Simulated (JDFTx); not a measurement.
Reference run:

System: Al(110) (Fm-3m bulk; lattice of mp-134, not re-optimised at this level), 1x1 cell of 5 atoms in 5 planes, area 11.54 Å² a face, 5.7 Å between the outermost planes in a cell 21.7 Å high; k mesh 6×8×1, Fermi width 0.01 Ha, no spin polarisation.

Reference level: PBE, GBRV ultrasoft potentials, plane waves to 20/100 Ha, in JDFTx (a modified build). Unrelaxed; liquid: CANDLE, water, 1 M NaF. U vs SHE = −μ/e − 4.44 V throughout (conventional absolute potential of the hydrogen electrode).

```
plane-wave cutoffs  work function (eV)  U_pzc (V)  mean C above U_pzc (μF/cm²)  k states × plane waves  cycles, vacuum run  rough core time, vacuum run
------------------  ------------------  ---------  ---------------------------  ----------------------  ------------------  ---------------------------
10/50 Ha                          4.05      -0.74                18 over 0.5 V               20 × 2552                  19                         30 s
12/60 Ha                          4.05      -0.74                18 over 0.5 V               20 × 3354                  19                         40 s
15/75 Ha                          4.05      -0.74                18 over 0.5 V               20 × 4687                  19                         60 s
20/100 Ha                         4.05      -0.74                18 over 0.5 V               20 × 7213                  19                         90 s
25/125 Ha                         4.05      -0.74                18 over 0.5 V              20 × 10085                  18                        2 min
30/150 Ha                         4.05      -0.74                18 over 0.5 V              20 × 13262                  19                        3 min
```

The work function stays within 0.01 eV over all these settings; capacitances repeat to about ±0.2 μF/cm². Core times come from shared machines and are rough, one run each.
